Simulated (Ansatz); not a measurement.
A generator proposed this cell of Hf₃SnS₈.

```cif
data_structure
_symmetry_space_group_name_H-M 'P3m1'
_symmetry_Int_Tables_number 156
_cell_length_a 3.6202
_cell_length_b 3.6202
_cell_length_c 24.3044
_cell_angle_alpha 90.000
_cell_angle_beta 90.000
_cell_angle_gamma 120.000
_cell_volume 275.86
loop_
_atom_site_label
_atom_site_type_symbol
_atom_site_symmetry_multiplicity
_atom_site_Wyckoff_symbol
_atom_site_fract_x
_atom_site_fract_y
_atom_site_fract_z
_atom_site_occupancy
Hf1 Hf 1 b 0.33333 0.66667 0.31251 1
Hf2 Hf 1 c 0.66667 0.33333 0.06251 1
Hf3 Hf 1 c 0.66667 0.33333 0.56251 1
Sn1 Sn 1 b 0.33333 0.66667 0.81251 1
S1 S 1 c 0.66667 0.33333 0.37170 1
S2 S 1 c 0.66667 0.33333 0.87170 1
S3 S 1 b 0.33333 0.66667 0.12170 1
S4 S 1 b 0.33333 0.66667 0.62170 1
S5 S 1 a 0.00000 0.00000 0.00329 1
S6 S 1 a 0.00000 0.00000 0.50329 1
S7 S 1 a 0.00000 0.00000 0.25329 1
S8 S 1 a 0.00000 0.00000 0.75329 1
```

All numbers below come from Ansatz, DFT PBE, scalar-relativistic, plane waves, PAW. Plane waves to 420 eV, a k mesh through Γ of 6×6×1 on the computed 12-atom cell and Gaussian smearing (0.10 eV); no spin polarisation.

The zero of energy is the elements' standard structures at the same level; no fitted shifts are applied. The references include grey tin.

**Question.** Estimate its pressure, forces and energy as it stands.

**Answer.** The pressure is 3.5 GPa (the mean over three directions, positive in compression), the largest force is 0.72 eV/Å, and the energy is −1.26 eV/atom against the elements. The shortest distance is 2.54 Å.

**Question.** How much does it gain on relaxing, and where does it end?

**Answer.** Relaxing gains under 0.03 eV/atom in 13 ionic steps and ends at −1.278 eV/atom on the finer mesh. The symmetry stays P3m1 (No. 156). The volume per atom grows by 17.0 %, from 23.0 to 26.9 Å³. The shortest distance goes from 2.54 Å (Hf–S and Sn–S) to 2.56 Å (Hf–S). The ratio c/a of the conventional cell changes by a factor of 1.13. Conventional cell: a = 3.664 Å, c = 27.754 Å. Around Hf on its first site lie 6 S at 2.56 Å; Sn is surrounded by 6 S at 2.59 Å; S on its first site is surrounded by 3 Hf at 2.56 Å; 9 more sites not described.

The last run used a 12×12×1 mesh (in the run's order of axes) for its 12-atom cell and Gaussian smearing of 0.02 eV. Weakly bound directions are ill-defined at this level, which has no dispersion term. These runs have no spin–orbit coupling, which can matter for Hf. The reference form of S is held partly by dispersion forces, which this level lacks. The relaxation can't lower the symmetry of the start. A structure relaxed within its symmetry needn't be a true minimum.
